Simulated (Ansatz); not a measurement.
A geometry of Pb away from equilibrium: the start of the relaxation of a relaxed Pb cell, doubled along one cell vector, shaken by Gaussian noise of σ = 0.08 Å a coordinate. These are PBE (plane waves to 420 eV, PAW, scalar-relativistic; Ansatz, a program for electronic structure) values and carry that method's errors. Γ-centred k-mesh 11×6×11 on the run's cell (coarser than for final values), Fermi–Dirac smearing 0.05 eV.

```xyz
2
Lattice="0.0000 2.5172 2.5172 5.0345 0.0000 5.0345 2.5172 2.5172 0.0000" Properties=species:S:1:pos:R:3:forces:R:3 pbc="T T T" free_energy=-23817.665 pressure_GPa=0.1
Pb     2.5186     2.5149     2.5108    0.0830   -0.0190    0.0684
Pb     5.1392     2.5843     5.0804   -0.0830    0.0190   -0.0684
```

Positions in Å, forces in eV/Å, free energy of the cell in eV (comparable only within this code, potentials and settings). Largest force: 0.11 eV/Å, on Pb1, Pb2 (atoms numbered as listed); the geometry lies under 0.01 eV/atom above the end of its relaxation.

No spin polarisation in the result.

The run could not lose the symmetry of its start.
